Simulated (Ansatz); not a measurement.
The relaxed structure here is a generated cell of AlN: the first start was made by placing the elements on the sites of a structure type, and the end was not matched to a known phase here, so it may be hypothetical. Known forms of AlN include space group No. 186, 216.

One stationary structure of AlN. Space group Pccm (No. 49). Computed with r2SCAN (plane waves to 500 eV, PAW, scalar-relativistic; Ansatz, a program for electronic structure).

```xyz
8
Lattice="3.0534 0.0000 0.0000 0.0000 5.1643 0.0000 0.0000 0.0000 5.6469" Properties=species:S:1:pos:R:3 pbc="T T T"
Al     1.5267     0.0000     0.0000
Al     1.5267     0.0000     2.8235
Al     0.0000     2.5821     1.4117
Al     0.0000     2.5821     4.2352
N      2.6809     1.3453     0.0000
N      0.3725     1.3453     2.8235
N      0.3725     3.8189     0.0000
N      2.6809     3.8189     2.8235
```

### Question
What is the computed band gap (r2SCAN)?

### Answer
0.81 eV, direct within 0.03 eV (at Γ) (no spin-orbit coupling).

### Question
Estimate the smallest direct gap that r2SCAN returns for this input.

### Answer
0.84 eV at Γ.

No spin polarisation in the result.

The run could not lose the symmetry of its start: the end is stationary, and may be a saddle point rather than a minimum.

It was reached from a disturbed copy of a P4₂/mmc (No. 131) cell, against which it lies -0.08 eV/atom.
